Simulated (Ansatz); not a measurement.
Bands of Si2Ni

```xyz
3
Lattice="0.0000 2.6975 2.6975 2.6975 0.0000 2.6975 2.6975 2.6975 0.0000" Properties=species:S:1:pos:R:3 pbc="T T T"
Si    1.3487    1.3487    1.3487
Si    4.0462    4.0462    4.0462
Ni    0.0000    0.0000    0.0000
```

Atoms are numbered in the order listed.

The cell is COD entry 9009024, as deposited and not checked against the literature; nothing was relaxed. It is an old determination, and later ones may differ.

The calculation used Ansatz 0.2.0, DFT, PBE, all-electron LAPW, scalar-relativistic.

Numerical set-up: a Γ-centred 11×11×11 k mesh, Fermi–Dirac smearing of 0.05 eV, basis error target 0.5 meV/atom, spin-polarised from start moments Ni3 1.5 μB (the moments died away, and the run ended non-magnetic).

Points in fractions of the reciprocal vectors of this cell: Γ (0, 0, 0), X (0.5, 0, 0.5), U (0.625, 0.25, 0.625), K (0.375, 0.375, 0.75), L (0.5, 0.5, 0.5), W (0.5, 0.25, 0.75). The path joins them by straight lines in the order Γ–X–U–K–Γ–L–W–X; legs that retrace an earlier one aren't tabulated. Energies are in eV from the Fermi level.

Task: Is there a gap?

Result: none: bands cross the Fermi level, a metal.

Task: List the levels between -14 and 3.5 eV at the symmetry points.

Result: 
Γ: -13.95, -5.27 (×3), -3.55 (×2), -0.28, 1.71 (×3), 2.23 (×3)
X: -9.92, -8.13, -7.37, -4.59 (×2), -3.64 (×2), -3.49, -3.14, -0.40, 1.39
U: -9.44, -8.95, -7.51, -5.03, -4.47, -3.84, -3.46, -2.95, -2.67, 0.21
K: -9.44, -8.95, -7.51, -5.03, -4.47, -3.84, -3.46, -2.95, -2.67, 0.21
L: -10.70, -10.09, -4.84 (×2), -3.76, -3.36 (×2), -1.50 (×2), 1.77, 1.81 (×2), 2.63
W: -8.98 (×2), -7.15, -6.80, -3.77 (×2), -3.64, -3.21, -2.46, 2.22 (×2)
